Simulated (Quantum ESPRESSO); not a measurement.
pw.x input (Quantum ESPRESSO 7.5; LDA, PseudoDojo standard norm-conserving files, scalar-relativistic):

```
&CONTROL
  calculation = 'scf'
  pseudo_dir = './pseudo'
  outdir = './out'
  tprnfor = .true.
  tstress = .true.
/
&SYSTEM
  ibrav = 0
  nat = 8
  ntyp = 4
  ecutwfc = 92.0
  ecutrho = 368.0
  occupations = 'smearing'
  smearing = 'fd'
  degauss = 0.002
  nbnd = 50
/
&ELECTRONS
  conv_thr = 8e-10
/
ATOMIC_SPECIES
F 18.9984 F.upf
S 32.0600 S.upf
Cu 63.5460 Cu.upf
Ba 137.3270 Ba.upf
CELL_PARAMETERS angstrom
  4.129930000000   0.000000000000   0.000000000000
  0.000000000000   4.129930000000   0.000000000000
  0.000000000000   0.000000000000   9.106470000000
ATOMIC_POSITIONS crystal
F   0.500000000000   0.500000000000   0.000000000000
F   0.000000000000   0.000000000000   0.000000000000
S   0.000000000000   0.500000000000   0.356510000000
S   0.500000000000   0.000000000000   0.643490000000
Cu   0.500000000000   0.500000000000   0.500000000000
Cu   0.000000000000   0.000000000000   0.500000000000
Ba   0.000000000000   0.500000000000   0.819900000000
Ba   0.500000000000   0.000000000000   0.180100000000
K_POINTS automatic
6 6 4 0 0 0
```

End of the output:

```

[...]
     the Fermi energy is     9.8770 ev
!    total energy              =   -1013.59015407 Ry
     estimated scf accuracy    <          3.1E-10 Ry
     smearing contrib. (-TS)   =      -0.00000000 Ry
     internal energy E=F+TS    =   -1013.59015407 Ry
     The total energy is F=E-TS. E is the sum of the following terms:
     one-electron contribution =    -847.87944210 Ry
     hartree contribution      =     463.06580457 Ry
     xc contribution           =    -152.99620120 Ry
     ewald contribution        =    -475.78031535 Ry
     convergence has been achieved in  13 iterations
     Forces acting on atoms (cartesian axes, Ry/au):
     atom    1 type  1   force =     0.00000000    0.00000000    0.00000000
     atom    2 type  1   force =     0.00000000    0.00000000    0.00000000
     atom    3 type  2   force =     0.00000000    0.00000000    0.01588809
     atom    4 type  2   force =     0.00000000    0.00000000   -0.01588809
     atom    5 type  3   force =     0.00000000    0.00000000    0.00000000
     atom    6 type  3   force =     0.00000000    0.00000000    0.00000000
     atom    7 type  4   force =     0.00000000    0.00000000    0.01540456
     atom    8 type  4   force =     0.00000000    0.00000000   -0.01540456
     Total force =     0.031296     Total SCF correction =     0.000021
     Computing stress (Cartesian axis) and pressure
          total   stress  (Ry/bohr**3)                   (kbar)     P=      -69.92
  -0.00048369   0.00000000   0.00000000          -71.15        0.00        0.00
   0.00000000  -0.00048369   0.00000000            0.00      -71.15        0.00
   0.00000000   0.00000000  -0.00045845            0.00        0.00      -67.44
```
In a gapped system the printed Fermi energy is only some level inside the gap.

Geometry of the Materials Project entry, not relaxed at this level.
